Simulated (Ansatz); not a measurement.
# ZrH: levels along high-symmetry lines

```
CELL_PARAMETERS angstrom
3.24279 0.00000 0.00000
0.00000 3.24279 0.00000
0.00000 0.00000 4.94800
ATOMIC_POSITIONS crystal
Zr 0.00000 0.50000 0.00000
Zr 0.50000 0.00000 0.50000
H 0.00000 0.00000 0.75000
H 0.00000 0.00000 0.25000
```

Atoms are numbered in the order listed.

The geometry is COD entry 1540981, unchecked; take it as a test cell.

All numbers below come from Ansatz 0.2.0, DFT, PBEsol, all-electron LAPW, scalar-relativistic.

The runs use a Γ-centred 9×9×6 k mesh, Fermi–Dirac smearing of 0.02 eV, basis error target 0.5 meV/atom, no spin polarisation.

Points in fractions of the reciprocal vectors of this cell: Γ (0, 0, 0), X (0, 0.5, 0), M (0.5, 0.5, 0), Z (0, 0, 0.5), R (0, 0.5, 0.5), A (0.5, 0.5, 0.5). The path runs Γ–X–M–Γ–Z–R–A–Z–X. Energies are in eV from the Fermi level; (×n) counts levels within 4 meV of each other, which need not be degenerate by symmetry.

Task: Metal or insulator at this level of theory?

Result: No gap opens: metallic or semimetallic.

Task: Tabulate bands 28 to 34, counted from the lowest band of the run, along the path.

Result: 
```tsv
k (1/Å)	point	band 28	band 29	band 30	band 31	band 32	band 33	band 34
0.00	Γ	-3.44	-3.01	-2.88	0.05	0.67	0.67	2.30
0.14		-3.57	-2.92	-2.80	0.11	0.63	0.72	2.33
0.28		-3.91	-2.73	-2.54	0.28	0.46	0.85	2.43
0.42		-4.34	-2.49	-2.12	0.16	0.44	1.06	2.60
0.55		-4.76	-2.23	-1.68	-0.17	0.47	1.35	2.23
0.69		-5.09	-2.02	-1.27	-0.46	0.32	1.69	1.93
0.83		-5.31	-1.94	-0.88	-0.66	0.03	1.74	2.01
0.97	X	-5.38	-1.94	-0.72	-0.58	-0.24	1.67	1.92
1.11		-5.45	-1.92	-0.79	-0.64	-0.26	1.68	2.05
1.25		-5.65	-1.94	-0.96	-0.85	-0.15	1.79	2.38
1.38		-5.61	-2.13	-1.23	-1.20	0.30	2.13	2.80
1.52		-5.11	-2.41	-1.71	-1.45	1.03	2.73	3.17
1.66		-4.59	-2.67	-2.22	-1.66	1.85	3.49	3.55
1.80		-4.12	-2.85	-2.67	-1.81	2.55	3.87	4.17
1.94	M	-3.87	-2.91	-2.91	-1.86	2.85	4.01	4.36
2.13		-4.32	-2.74	-2.53	-1.76	2.32	3.68	3.96
2.33		-5.16	-2.28	-1.90	-1.46	1.38	2.83	2.86
2.52		-5.70	-1.78	-1.51	-0.99	0.87	1.77	2.07
2.72		-5.04	-1.81	-1.80	-0.40	1.14	1.33	1.44
2.92		-4.32	-2.35	-2.34	0.20	0.57	1.01	2.12
3.11		-3.70	-2.83	-2.74	0.18	0.58	0.76	2.34
3.31	Γ	-3.44	-3.01	-2.88	0.05	0.67	0.67	2.30
3.40		-3.71	-2.85	-2.77	0.04	0.70	0.70	2.23
3.49		-4.17	-2.77	-2.44	-0.01	0.79	0.79	2.03
3.58		-4.66	-2.63	-2.11	-0.10	0.93	0.93	1.71
3.67		-5.18	-2.44	-1.81	-0.24	1.12	1.12	1.32
3.76		-5.70	-2.22	-1.59	-0.33	0.89	1.35	1.35
3.85		-6.21	-1.97	-1.56	-0.25	0.44	1.61	1.61
3.94	Z	-6.69	-1.72	-1.72	0.04	0.04	1.77	1.77
4.08		-6.58	-1.72	-1.64	-0.04	0.03	1.71	1.94
4.22		-6.28	-1.73	-1.39	-0.17	-0.01	1.54	2.11
4.36		-5.83	-1.80	-1.02	-0.20	-0.04	1.29	1.84
4.50		-5.28	-1.99	-0.64	-0.08	0.00	1.02	1.55
4.63		-4.71	-2.28	-0.37	0.11	0.20	0.79	1.30
4.77		-4.22	-2.59	-0.21	0.23	0.45	0.63	1.14
4.91	R	-3.99	-2.76	-0.15	0.27	0.55	0.57	1.08
5.05		-4.07	-2.66	-0.04	0.27	0.35	0.38	1.10
5.19		-4.29	-2.39	-0.25	-0.17	0.28	0.68	0.95
5.33		-4.60	-1.98	-0.80	-0.75	0.63	0.79	1.16
5.46		-4.91	-1.49	-1.28	-1.25	0.27	1.37	1.67
5.60		-5.18	-1.64	-1.64	-0.97	-0.04	1.71	1.90
5.74		-5.36	-1.88	-1.87	-0.51	-0.24	1.67	1.75
5.88	A	-5.42	-1.95	-1.95	-0.30	-0.30	1.61	1.61
6.08		-5.47	-1.80	-1.80	-0.43	-0.43	1.80	1.80
6.27		-5.61	-1.38	-1.38	-0.63	-0.63	1.94	1.94
6.47		-5.83	-1.02	-1.02	-0.59	-0.59	1.70	1.70
6.66		-6.11	-1.13	-1.13	-0.30	-0.30	1.68	1.68
6.86		-6.39	-1.40	-1.40	-0.17	-0.17	1.89	1.89
7.05		-6.61	-1.63	-1.63	-0.05	-0.05	1.86	1.86
7.25	Z	-6.69	-1.72	-1.72	0.04	0.04	1.77	1.77
7.42		-6.18	-1.92	-1.52	-0.28	0.37	1.57	1.77
7.58		-5.63	-2.04	-1.47	-0.35	0.52	1.29	1.92
7.75		-5.17	-2.09	-1.51	-0.21	0.49	1.12	2.34
7.91		-4.95	-2.12	-1.40	-0.18	0.47	1.12	2.15
8.08		-5.00	-2.09	-1.16	-0.33	0.34	1.29	1.99
8.24		-5.22	-2.00	-0.85	-0.58	0.04	1.54	1.92
8.41	X	-5.38	-1.94	-0.72	-0.58	-0.24	1.67	1.92
```
